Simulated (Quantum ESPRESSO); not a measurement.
## Al4FO4N (one run as intended and one with a planted mistake)

Simulated, not a measurement. The program is pw.x of Quantum ESPRESSO 7.5 (plane-wave density functional theory). The cell is made up: 10 atoms on a corundum lattice, with randomly drawn elements, strain and displacements, not relaxed. PseudoDojo standard norm-conserving files (v0.5 for PBE, v0.4.1 for LDA and PBEsol) set the functional; there is no spin polarisation, spin-orbit coupling or dispersion term, and the masses in the input are unused placeholders.

Intended input:

```
&control calculation='scf', pseudo_dir='./dojo.nc.sr.pbe.v0_5.standard.upf', outdir='./o', disk_io='low', tprnfor=.true., tstress=.true. /
&system ibrav=0, nat=10, ntyp=4, nbnd=30, ecutwfc=84.00895049, nosym=.true., tot_charge=0,
 occupations='smearing', smearing='fd', degauss=0.0018374661
/
&electrons conv_thr=7.350e-09, electron_maxstep=60, /
ATOMIC_SPECIES
Al 1.0 Al.upf
F 1.0 F.upf
N 1.0 N.upf
O 1.0 O.upf
CELL_PARAMETERS angstrom
2.5122 1.3716 4.4082
-2.4643 1.42 4.3665
0.0658 -2.8422 4.4034
ATOMIC_POSITIONS angstrom
Al 0.0236 -0.0709 4.6149
Al 0.0002 0.0628 1.8107
Al 0.0834 0.0037 8.5189
Al 0.2896 -0.0295 11.3288
F -0.8643 1.3474 7.5705
O -0.6729 -1.3816 7.7028
O 1.7047 -0.0476 7.7128
N 0.9826 -1.472 5.4787
O 0.7613 1.3148 5.4931
O -1.7314 0.031 5.5082
K_POINTS automatic
5 5 5 1 1 1
```

The log is shortened where brackets say so; the opening notice, blank lines, dates and the lines on written files are dropped, and the path of the files is cut. It prints rydbergs, bohrs and kilobars, and counts compression as positive stress. Where no state is partly filled, the Fermi energy that it prints is only some level between the filled and the empty states on the mesh, and need not lie in the true gap.

Log of the intended run:

```
     Program PWSCF v.7.5
     Parallel version (MPI & OpenMP), running on       4 processor cores
     Number of MPI processes:                 4
     Threads/MPI process:                     1
     [start-up lines left out]
     bravais-lattice index     =            0
     lattice parameter (alat)  =       9.9322  a.u.
     unit-cell volume          =     625.0776 (a.u.)^3
     number of atoms/cell      =           10
     number of atomic types    =            4
     number of electrons       =        48.00
     number of Kohn-Sham states=           30
     kinetic-energy cutoff     =      84.0090  Ry
     charge density cutoff     =     336.0358  Ry
     scf convergence threshold =      7.3E-09
     mixing beta               =       0.7000
     number of iterations used =            8  plain     mixing
     Exchange-correlation= PBE
                           (   1   4   3   4   0   0   0)
     [axes and pseudopotential details left out]
   Cartesian axes
     site n.     atom                  positions (alat units)
         1        Al     tau(   1) = (   0.0044902  -0.0134896   0.8780390  )
         2        Al     tau(   2) = (   0.0000381   0.0119484   0.3445070  )
         3        Al     tau(   3) = (   0.0158678   0.0007040   1.6208209  )
         4        Al     tau(   4) = (   0.0550998  -0.0056127   2.1554374  )
         5        F      tau(   5) = (  -0.1644432   0.2563587   1.4403766  )
         6        O      tau(   6) = (  -0.1280271  -0.2628656   1.4655483  )
         7        O      tau(   7) = (   0.3243392  -0.0090565   1.4674509  )
         8        N      tau(   8) = (   0.1869512  -0.2800653   1.0423871  )
         9        O      tau(   9) = (   0.1448463   0.2501562   1.0451269  )
        10        O      tau(  10) = (  -0.3294192   0.0058981   1.0479998  )
     number of k points=    63  Fermi-Dirac smearing, width (Ry)=  0.0018
                       cart. coord. in units 2pi/alat
        k(    1) = (  -0.0009984   0.0004433   0.1196615), wk =   0.0320000
        k(    2) = (  -0.0040688  -0.2473260   0.1985041), wk =   0.0320000
     [further k points left out]
     Dense  grid:    65031 G-vectors     FFT dimensions: (  60,  60,  60)
     Estimated max dynamical RAM per process >     150.06 MB
     Estimated total dynamical RAM >     552.61 MB
     Initial potential from superposition of free atoms
     starting charge      47.9902, renormalised to      48.0000
     Starting wfcs are   40 randomized atomic wfcs
     total cpu time spent up to now is        2.3 secs
     per-process dynamical memory:   120.4 Mb
     Self-consistent Calculation
     iteration #  1     ecut=    84.01 Ry     beta= 0.70
     Davidson diagonalization with overlap
     ethr =  1.00E-02,  avg # of iterations =  3.2
     total cpu time spent up to now is        5.5 secs
     total energy              =    -220.74742028 Ry
     estimated scf accuracy    <       2.46659249 Ry
     iteration #  2     ecut=    84.01 Ry     beta= 0.70
     Davidson diagonalization with overlap
     ethr =  5.14E-03,  avg # of iterations =  2.3
     total cpu time spent up to now is        8.7 secs
     total energy              =    -221.37553272 Ry
     estimated scf accuracy    <       2.14192518 Ry
     [iterations 3 to 10 left out]
     iteration # 11     ecut=    84.01 Ry     beta= 0.70
     Davidson diagonalization with overlap
     ethr =  5.35E-10,  avg # of iterations =  3.0
     total cpu time spent up to now is       36.5 secs
     total energy              =    -221.80105926 Ry
     estimated scf accuracy    <       0.00000002 Ry
     iteration # 12     ecut=    84.01 Ry     beta= 0.70
     Davidson diagonalization with overlap
     ethr =  4.18E-11,  avg # of iterations =  2.0
     total cpu time spent up to now is       39.5 secs
     End of self-consistent calculation
     [lines on levels left out]
     the Fermi energy is    10.4799 ev
!    total energy              =    -221.80105926 Ry
     estimated scf accuracy    <          6.4E-09 Ry
     smearing contrib. (-TS)   =      -0.00000000 Ry
     internal energy E=F+TS    =    -221.80105926 Ry
     The total energy is F=E-TS. E is the sum of the following terms:
     one-electron contribution =     -46.03762528 Ry
     hartree contribution      =      56.97855015 Ry
     xc contribution           =     -60.32257260 Ry
     ewald contribution        =    -172.41941153 Ry
     convergence has been achieved in  12 iterations
     Forces acting on atoms (cartesian axes, Ry/au):
     atom    1 type  1   force =    -0.04067691   -0.03624568    0.10895131
     atom    2 type  1   force =    -0.06700016   -0.00807351   -0.05324720
     atom    3 type  1   force =    -0.02563959   -0.04386717    0.13343066
     atom    4 type  1   force =    -0.12082777    0.06525939   -0.13472368
     atom    5 type  2   force =     0.01773492    0.01487980    0.02766431
     atom    6 type  4   force =     0.02349507   -0.13518519   -0.03371690
     atom    7 type  4   force =     0.05261801    0.09012671    0.02023967
     atom    8 type  3   force =     0.07117587    0.06765746   -0.04891860
     atom    9 type  4   force =     0.03977097    0.09865630    0.02954443
     atom   10 type  4   force =     0.04934958   -0.11320811   -0.04922402
     Total force =     0.392539     Total SCF correction =     0.000036
     Computing stress (Cartesian axis) and pressure
          total   stress  (Ry/bohr**3)                   (kbar)     P=        4.92
  -0.00001577   0.00018526  -0.00003451           -2.32       27.25       -5.08
   0.00018526   0.00003446  -0.00010151           27.25        5.07      -14.93
  -0.00003451  -0.00010151   0.00008160           -5.08      -14.93       12.00
     init_run     :      2.15s CPU      2.22s WALL (       1 calls)
     electrons    :     37.04s CPU     37.19s WALL (       1 calls)
     forces       :      0.59s CPU      0.60s WALL (       1 calls)
     stress       :      1.93s CPU      1.93s WALL (       1 calls)
     [timing details left out]
     PWSCF        :     41.78s CPU     42.02s WALL
     JOB DONE.
```

A second run has one planted mistake: the smearing is too wide. The input lines that differ, file-writing options aside:

```
- &system ibrav=0, nat=10, ntyp=4, nbnd=30, ecutwfc=84.00895049, nosym=.true., tot_charge=0,
+ &system ibrav=0, nat=10, ntyp=4, nbnd=48, ecutwfc=84.00895049, nosym=.true., tot_charge=0,
-  occupations='smearing', smearing='fd', degauss=0.0018374661
+  occupations='smearing', smearing='fd', degauss=0.0338093764
```

Its log:

```
     Program PWSCF v.7.5
     Parallel version (MPI & OpenMP), running on       4 processor cores
     Number of MPI processes:                 4
     Threads/MPI process:                     1
     [start-up lines left out]
     bravais-lattice index     =            0
     lattice parameter (alat)  =       9.9322  a.u.
     unit-cell volume          =     625.0776 (a.u.)^3
     number of atoms/cell      =           10
     number of atomic types    =            4
     number of electrons       =        48.00
     number of Kohn-Sham states=           48
     kinetic-energy cutoff     =      84.0090  Ry
     charge density cutoff     =     336.0358  Ry
     scf convergence threshold =      7.3E-09
     mixing beta               =       0.7000
     number of iterations used =            8  plain     mixing
     Exchange-correlation= PBE
                           (   1   4   3   4   0   0   0)
     [axes and pseudopotential details left out]
   Cartesian axes
     site n.     atom                  positions (alat units)
         1        Al     tau(   1) = (   0.0044902  -0.0134896   0.8780390  )
         2        Al     tau(   2) = (   0.0000381   0.0119484   0.3445070  )
         3        Al     tau(   3) = (   0.0158678   0.0007040   1.6208209  )
         4        Al     tau(   4) = (   0.0550998  -0.0056127   2.1554374  )
         5        F      tau(   5) = (  -0.1644432   0.2563587   1.4403766  )
         6        O      tau(   6) = (  -0.1280271  -0.2628656   1.4655483  )
         7        O      tau(   7) = (   0.3243392  -0.0090565   1.4674509  )
         8        N      tau(   8) = (   0.1869512  -0.2800653   1.0423871  )
         9        O      tau(   9) = (   0.1448463   0.2501562   1.0451269  )
        10        O      tau(  10) = (  -0.3294192   0.0058981   1.0479998  )
     number of k points=    63  Fermi-Dirac smearing, width (Ry)=  0.0338
                       cart. coord. in units 2pi/alat
        k(    1) = (  -0.0009984   0.0004433   0.1196615), wk =   0.0320000
        k(    2) = (  -0.0040688  -0.2473260   0.1985041), wk =   0.0320000
     [further k points left out]
     Dense  grid:    65031 G-vectors     FFT dimensions: (  60,  60,  60)
     Estimated max dynamical RAM per process >     197.24 MB
     Estimated total dynamical RAM >     741.33 MB
     Initial potential from superposition of free atoms
     starting charge      47.9902, renormalised to      48.0000
     Starting wfcs are   40 randomized atomic wfcs +    8 random wfcs
     total cpu time spent up to now is        2.5 secs
     per-process dynamical memory:   158.8 Mb
     Self-consistent Calculation
     iteration #  1     ecut=    84.01 Ry     beta= 0.70
     Davidson diagonalization with overlap
     ethr =  1.00E-02,  avg # of iterations =  6.7
     total cpu time spent up to now is        9.4 secs
     total energy              =    -220.80102550 Ry
     estimated scf accuracy    <       2.40253456 Ry
     iteration #  2     ecut=    84.01 Ry     beta= 0.70
     Davidson diagonalization with overlap
     ethr =  5.01E-03,  avg # of iterations =  2.0
     total cpu time spent up to now is       13.8 secs
     total energy              =    -221.27578448 Ry
     estimated scf accuracy    <       2.39282296 Ry
     [iterations 3 to 9 left out]
     iteration # 10     ecut=    84.01 Ry     beta= 0.70
     Davidson diagonalization with overlap
     ethr =  7.45E-10,  avg # of iterations =  2.0
     total cpu time spent up to now is       46.1 secs
     total energy              =    -221.80442498 Ry
     estimated scf accuracy    <       0.00000001 Ry
     iteration # 11     ecut=    84.01 Ry     beta= 0.70
     Davidson diagonalization with overlap
     ethr =  3.05E-11,  avg # of iterations =  2.0
     total cpu time spent up to now is       50.3 secs
     End of self-consistent calculation
     [lines on levels left out]
     the Fermi energy is    10.9037 ev
!    total energy              =    -221.80442498 Ry
     estimated scf accuracy    <          5.2E-09 Ry
     smearing contrib. (-TS)   =      -0.01360484 Ry
     internal energy E=F+TS    =    -221.79082015 Ry
     The total energy is F=E-TS. E is the sum of the following terms:
     one-electron contribution =     -46.02510151 Ry
     hartree contribution      =      56.97272231 Ry
     xc contribution           =     -60.31902942 Ry
     ewald contribution        =    -172.41941153 Ry
     convergence has been achieved in  11 iterations
     Forces acting on atoms (cartesian axes, Ry/au):
     atom    1 type  1   force =    -0.04182746   -0.03444523    0.10446397
     atom    2 type  1   force =    -0.06850034   -0.01026081   -0.04878137
     atom    3 type  1   force =    -0.02348914   -0.04257109    0.13026426
     atom    4 type  1   force =    -0.11866933    0.06417530   -0.13136999
     atom    5 type  2   force =     0.01738912    0.01432516    0.02712635
     atom    6 type  4   force =     0.02377377   -0.13060358   -0.03254369
     atom    7 type  4   force =     0.05213961    0.08644117    0.01979786
     atom    8 type  3   force =     0.07087548    0.06786836   -0.04893068
     atom    9 type  4   force =     0.03943364    0.09797289    0.02905726
     atom   10 type  4   force =     0.04887464   -0.11290217   -0.04908397
     Total force =     0.384567     Total SCF correction =     0.000039
     Computing stress (Cartesian axis) and pressure
          total   stress  (Ry/bohr**3)                   (kbar)     P=       10.79
   0.00003905   0.00018792  -0.00003167            5.74       27.64       -4.66
   0.00018792   0.00006580  -0.00011495           27.64        9.68      -16.91
  -0.00003167  -0.00011495   0.00011513           -4.66      -16.91       16.94
     init_run     :      2.30s CPU      2.38s WALL (       1 calls)
     electrons    :     47.66s CPU     47.84s WALL (       1 calls)
     forces       :      0.74s CPU      0.75s WALL (       1 calls)
     stress       :      2.48s CPU      2.48s WALL (       1 calls)
     [timing details left out]
     PWSCF        :     53.27s CPU     53.55s WALL
     JOB DONE.
```

```
                                            intended run  run with the mistake
                          free energy (eV)     -3017.757             -3017.803
                    smearing term -TS (eV)        0.0000               -0.1851
                            pressure (GPa)          0.49                  1.08
            largest force component (eV/Å)         3.476                 3.378
largest change of a force component (eV/Å)                               0.118
                                iterations            12                    11
```

For scale, a rerun of the intended cell at a cutoff of 1437 eV and k mesh 7 x 7 x 7 moved values by no more than 0.003 eV in energy, 0.02 GPa in stress and 0.002 eV/Å in force. The number of bands, nbnd, was set by rule from the electron count and the smearing, so it follows the mistake.